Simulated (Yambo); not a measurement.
Yambo run on LiBH4 (space group P6_3mc, No. 186). The wavefunctions are PBEsol (pw.x of Quantum ESPRESSO, ONCV potentials, without SOC) ones on a 3×3×2 mesh (10 occupied bands); a = b = 4.180 Å, c = 6.710 Å, α = β = 90.00°, γ = 120.00°.

Yambo input:

```
rim_cut
gw0
dyson
el_el_corr
HF_and_locXC
mpa
em1d
RandQpts= 1000000
RandGvec= 1 Ry
EXXRLvcs= 76 Ry
VXCRLvcs= 304 Ry
Chimod= "HARTREE"
% BndsRnXm
 3 | 179 |
%
NGsBlkXm= 8 Ry
% LongDrXm
 1.0 | 1.0 | 1.0 |
%
EnSampXm= "2l"
EnGridXm= "lP"
% EnRngeXm
 0.0 | 40.0 | eV
%
% ImRngeXm
 2.72114 | 27.21138 | eV
%
% DmRngeXm
 0.02721 | 2.72114 | eV
%
ETStpsXm= 8
IntSolXm= "PT"
% GbndRnge
 1 | 179 |
%
GTermKind= "none"
DysSolver= "n"
ExtendOut
% QPkrange
 1 | 1 | 10 | 11 |
 5 | 5 | 11 | 11 |
%
```

k points by index: 1 = Γ, 5 = K.

The o-*.qp file then holds:

```
#    K-point    Band    Eo [eV]    E [eV]    E-Eo [eV]    Vxc [eV]    Vnlxc [eV]    Sc|Eo [eV]    Sc|E [eV]    dSc/dw|Eo [eV]    Re(Z)    Im(Z)
#
    1    10    0.000000    -1.801797    -1.801797    -12.66085    -16.77714    1.856508    2.314498    -6.913349    0.797401    -0.002527
    1    11    6.986768    7.997715    1.010946    -8.638138    -4.167511    -3.257981    -3.459681    -5.429327    0.833658    -0.002146
    5    11    6.606134    7.511245    0.905111    -6.778215    -2.757970    -2.958226    -3.115134    -4.717240    0.852254    -0.001556
```
(The two width columns are left out.) Convergence of these settings isn't established.

Geometry of the Materials Project entry, not relaxed at this level.

The structure is a Materials Project entry; no match was found in the copy of COD used, and its stability was not checked.
